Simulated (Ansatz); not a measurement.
Space group Pm-3m (No. 221). a = 4.937 Å, b = 4.937 Å, c = 4.937 Å, α = 90.00°, β = 90.00°, γ = 90.00°
```json
{"atom": "Na", "site": "1a", "symmetry": "m-3m", "x": "0.0000", "y": "0.0000", "z": "0.0000"}
{"atom": "Pt", "site": "1b", "symmetry": "m-3m", "x": "0.5000", "y": "0.5000", "z": "0.5000"}
{"atom": "Cl", "site": "3c", "symmetry": "4/mm.m", "x": "0.0000", "y": "0.5000", "z": "0.5000"}
```

Equation of state of this NaPtCl3 structure (not necessarily the ground state), with shape and atoms relaxed at each volume where symmetry leaves them free. It has no gap at any of these volumes. Theory: Ansatz 0.2.0, DFT PBE, scalar-relativistic, plane waves, PAW.

Settings: cutoff 420 eV, Γ-centred mesh 8×8×8 on the computed 5-atom cell, Gaussian smearing of 0.10 eV; collinear spin from starting moments 0.0 0.3 0.0 0.0 0.0 μB.

| V (Å³/atom) | E − E(largest V) (meV/atom) | P (GPa) |
| --- | --- | --- |
| 21.185 | 38.30 | 8.64 |
| 21.907 | 5.77 | 5.88 |
| 22.629 | -15.34 | 3.56 |
| 23.352 | -26.89 | 1.63 |
| 24.074 | -30.47 | 0.01 |
| 24.796 | -27.36 | -1.34 |
| 25.518 | -18.68 | -2.47 |
| 26.481 | 0.00 | -3.69 |

Question: Fit a third-order Birch–Murnaghan equation, E = E0 + (9V0B0/16)·[(x − 1)³B0' + (x − 1)²(6 − 4x)] with x = (V0/V)^(2/3), to E(V).

Answer: V0 = 24.08 Å³/atom, B0 = 49 GPa, B0' = 5.0.

Spin-orbit coupling is left out, which matters for the bands of heavy elements.

The cell was found from a structure generator's guess, not taken from experiment.
